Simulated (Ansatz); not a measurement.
Profile along the B–N line in BN (h-BN type, space group P6_3/mmc)

BN (h-BN type, space group P6_3/mmc)

```yaml
crystal:
  lattice:
    - [2.50580, 0.00000, 0.00000]
    - [-1.25290, 2.17009, 0.00000]
    - [0.00000, 0.00000, 6.61620]
  atoms:
    - { symbol: B, position: [0.33333, 0.66667, 0.25000] }
    - { symbol: B, position: [0.66667, 0.33333, 0.75000] }
    - { symbol: N, position: [0.33333, 0.66667, 0.75000] }
    - { symbol: N, position: [0.66667, 0.33333, 0.25000] }
```

Fields along a shortest B–N line of a (0001) plane (1.45 Å), from B to N, interpolated on the slice's grid (step about 0.1 Å). All values below come from PBE-D3(BJ) (plane waves to 420 eV, PAW, scalar-relativistic; Ansatz, an electronic-structure program). k mesh 15×15×5. Near the nuclei the fields are pseudised (PAW); where an atom keeps semicore shells as valence, they peak there. BN was relaxed with its symmetry unable to fall. The PAW data are Ansatz's earlier set.

```json
[
 {"distance from B (Å)": "0.00", "valence electron density (e/Å³)": "0.34", "electron localisation function": "x", "density of the highest valence band (e/Å³)": "0.002", "density of the lowest conduction band (e/Å³)": "0.001"},
 {"distance from B (Å)": "0.07", "valence electron density (e/Å³)": "0.37", "electron localisation function": "x", "density of the highest valence band (e/Å³)": "0.003", "density of the lowest conduction band (e/Å³)": "0.001"},
 {"distance from B (Å)": "0.14", "valence electron density (e/Å³)": "0.47", "electron localisation function": "x", "density of the highest valence band (e/Å³)": "0.010", "density of the lowest conduction band (e/Å³)": "0.001"},
 {"distance from B (Å)": "0.22", "valence electron density (e/Å³)": "0.64", "electron localisation function": "x", "density of the highest valence band (e/Å³)": "0.020", "density of the lowest conduction band (e/Å³)": "0.001"},
 {"distance from B (Å)": "0.29", "valence electron density (e/Å³)": "0.82", "electron localisation function": "x", "density of the highest valence band (e/Å³)": "0.031", "density of the lowest conduction band (e/Å³)": "0.002"},
 {"distance from B (Å)": "0.36", "valence electron density (e/Å³)": "1.00", "electron localisation function": "0.47", "density of the highest valence band (e/Å³)": "0.042", "density of the lowest conduction band (e/Å³)": "0.002"},
 {"distance from B (Å)": "0.44", "valence electron density (e/Å³)": "1.16", "electron localisation function": "0.70", "density of the highest valence band (e/Å³)": "0.052", "density of the lowest conduction band (e/Å³)": "0.003"},
 {"distance from B (Å)": "0.51", "valence electron density (e/Å³)": "1.31", "electron localisation function": "0.86", "density of the highest valence band (e/Å³)": "0.061", "density of the lowest conduction band (e/Å³)": "0.004"},
 {"distance from B (Å)": "0.58", "valence electron density (e/Å³)": "1.45", "electron localisation function": "0.92", "density of the highest valence band (e/Å³)": "0.069", "density of the lowest conduction band (e/Å³)": "0.007"},
 {"distance from B (Å)": "0.65", "valence electron density (e/Å³)": "1.61", "electron localisation function": "0.93", "density of the highest valence band (e/Å³)": "0.077", "density of the lowest conduction band (e/Å³)": "0.010"},
 {"distance from B (Å)": "0.72", "valence electron density (e/Å³)": "1.80", "electron localisation function": "0.93", "density of the highest valence band (e/Å³)": "0.086", "density of the lowest conduction band (e/Å³)": "0.015"},
 {"distance from B (Å)": "0.80", "valence electron density (e/Å³)": "2.05", "electron localisation function": "0.92", "density of the highest valence band (e/Å³)": "0.096", "density of the lowest conduction band (e/Å³)": "0.022"},
 {"distance from B (Å)": "0.87", "valence electron density (e/Å³)": "2.40", "electron localisation function": "0.90", "density of the highest valence band (e/Å³)": "0.105", "density of the lowest conduction band (e/Å³)": "0.030"},
 {"distance from B (Å)": "0.94", "valence electron density (e/Å³)": "2.83", "electron localisation function": "0.85", "density of the highest valence band (e/Å³)": "0.109", "density of the lowest conduction band (e/Å³)": "0.040"},
 {"distance from B (Å)": "1.02", "valence electron density (e/Å³)": "3.27", "electron localisation function": "0.76", "density of the highest valence band (e/Å³)": "0.109", "density of the lowest conduction band (e/Å³)": "0.050"},
 {"distance from B (Å)": "1.09", "valence electron density (e/Å³)": "3.61", "electron localisation function": "0.60", "density of the highest valence band (e/Å³)": "0.101", "density of the lowest conduction band (e/Å³)": "0.060"},
 {"distance from B (Å)": "1.16", "valence electron density (e/Å³)": "3.76", "electron localisation function": "x", "density of the highest valence band (e/Å³)": "0.082", "density of the lowest conduction band (e/Å³)": "0.069"},
 {"distance from B (Å)": "1.23", "valence electron density (e/Å³)": "3.72", "electron localisation function": "x", "density of the highest valence band (e/Å³)": "0.057", "density of the lowest conduction band (e/Å³)": "0.076"},
 {"distance from B (Å)": "1.30", "valence electron density (e/Å³)": "3.56", "electron localisation function": "x", "density of the highest valence band (e/Å³)": "0.030", "density of the lowest conduction band (e/Å³)": "0.081"},
 {"distance from B (Å)": "1.38", "valence electron density (e/Å³)": "3.41", "electron localisation function": "x", "density of the highest valence band (e/Å³)": "0.010", "density of the lowest conduction band (e/Å³)": "0.084"},
 {"distance from B (Å)": "1.45", "valence electron density (e/Å³)": "3.35", "electron localisation function": "x", "density of the highest valence band (e/Å³)": "0.002", "density of the lowest conduction band (e/Å³)": "0.085"}
]
```

x: too close to a nucleus for the ELF to mean much. Band densities are of whole bands, smooth part only.

Density on the B–N line (1.45 Å) at its midpoint: 1.80 e/Å³. ELF at that point: 0.9. ELF maximum in the middle third of the B–N line: 0.93, 0.7 Å from B.
